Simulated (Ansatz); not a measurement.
Independent-particle absorption of SiO$_{2}$ (I-42d, a = 4.925 Å, b = 4.925 Å, c = 7.287 Å, α = 90.00°, β = 90.00°, γ = 90.00°), no local fields or excitons, 0.1 eV broadening. The calculation used Ansatz 0.2.0, DFT LDA, scalar-relativistic, plane waves, PAW.

Plane waves to 420 eV, a k mesh through Γ of 8×8×8 on the computed 6-atom cell and Gaussian smearing (0.02 eV); no spin polarisation. The spectrum is summed on a 12×12×12 mesh.

```
Si O
1.0
    -2.46250    2.46250    3.64367
     2.46250   -2.46250    3.64367
     2.46250    2.46250   -3.64367
Si O
2 4
Direct
  0.00000 0.00000 0.00000
  0.75000 0.25000 0.50000
  0.97428 0.62500 0.84928
  0.37500 0.22428 0.34928
  0.77572 0.12500 0.15072
  0.87500 0.02572 0.65072
```

| photon energy (eV) | ε2,zz |
| --- | --- |
| 0.0 | 0.00 |
| 0.4 | 0.00 |
| 0.8 | 0.00 |
| 1.2 | 0.00 |
| 1.6 | 0.00 |
| 2.0 | 0.00 |
| 2.4 | 0.00 |
| 2.8 | 0.00 |
| 3.2 | 0.00 |
| 3.6 | 0.00 |
| 4.0 | 0.00 |
| 4.4 | 0.00 |
| 4.8 | 0.00 |
| 5.2 | 0.00 |
| 5.6 | 0.00 |
| 6.0 | 0.00 |
| 6.4 | 0.01 |
| 6.8 | 0.02 |
| 7.2 | 0.05 |
| 7.6 | 0.44 |
| 8.0 | 0.70 |
| 8.4 | 0.93 |
| 8.8 | 1.21 |
| 9.2 | 1.34 |
| 9.6 | 2.54 |
| 10.0 | 3.06 |
| 10.4 | 4.79 |
| 10.8 | 1.87 |
| 11.2 | 2.51 |
| 11.6 | 3.78 |
| 12.0 | 2.18 |
| 12.4 | 1.70 |
| 12.8 | 1.19 |
| 13.2 | 1.09 |
| 13.6 | 0.95 |
| 14.0 | 1.07 |

The strongest peak lies near 10.4 eV. ε∞ (xx, yy, zz) = 2.4, 2.4, 2.4.

This form isn't the usual stable structure of the compound.

Cost: 1 run of about 5.2 core-minutes, on Intel Xeon Processor @ 2.50GHz (Skylake/Cascade Lake) (shared hosts).